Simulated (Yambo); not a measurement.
Material: Sr2RuH6 (space group Fm-3m, No. 225); a = 5.3738 Å, b = 5.3738 Å, c = 5.3738 Å, α = 60.00°, β = 60.00°, γ = 60.00° (9 atoms in the cell). The geometry is that of Materials Project entry mp-24292, symmetrised and not relaxed again.

With norm-conserving PBEsol (Quantum ESPRESSO, 84 Ry, scalar-relativistic), the gap between the mesh's edge points (Γ → X) is 2.110 eV.

**Question.** What does a G0W0 run in Yambo give for it (4×4×4 Γ-centred k mesh, bands 5 to 159 and a 7 Ry block in the screening, 159 bands in G with the Bruneval-Gonze terminator, plasmon pole fitted at 27.2 eV)?

**Answer.** The correction is 1.328 eV, giving 3.438 eV, 1.6 times the PBEsol value.  Nearest settings tried, and what they do to the gap: 123 bands in W, 123 bands in G: -5 meV; 6 Ry block (181 vectors against 283): -21 meV; 2×2×2 mesh: -58 meV. So the settings aren't converged at that level. Spin-orbit splittings are left out.
